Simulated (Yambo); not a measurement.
GaAlP₂ (space group P-4m2, No. 115): the exchange self-energy on PBEsol orbitals (Yambo, 4×4×4 mesh) holds the Coulomb divergence, which is integrated with random points (RandQpts).

| random points | exchange-only gap Γ → M (eV) | shift of the valence edge (eV) | gap against the reference (meV) |
|---|---|---|---|
| 1,000 | 7.22 | -1.93 | 8 |
| 10,000 | 7.16 | -1.86 | -50 |
| 100,000 | 7.23 | -1.98 | 17 |
| 1,000,000 | 7.22 | -1.95 | 5 |
| 5,000,000 | 7.21 | -1.95 | reference |

From 100,000 points on, the gap stays within 20 meV of the run with most points. The error is statistical; each row is a single draw, so the rows fix no rate of convergence.

Spin-orbit coupling is not included.

Geometry relaxed with PBEsol; primitive cell a = b = 3.861 Å, c = 5.447 Å, α = β = γ = 90.00°.

The structure is a Materials Project entry; no match was found in the copy of COD used, and its stability was not checked.

A shift is the quasiparticle energy of the state minus its PBEsol energy.
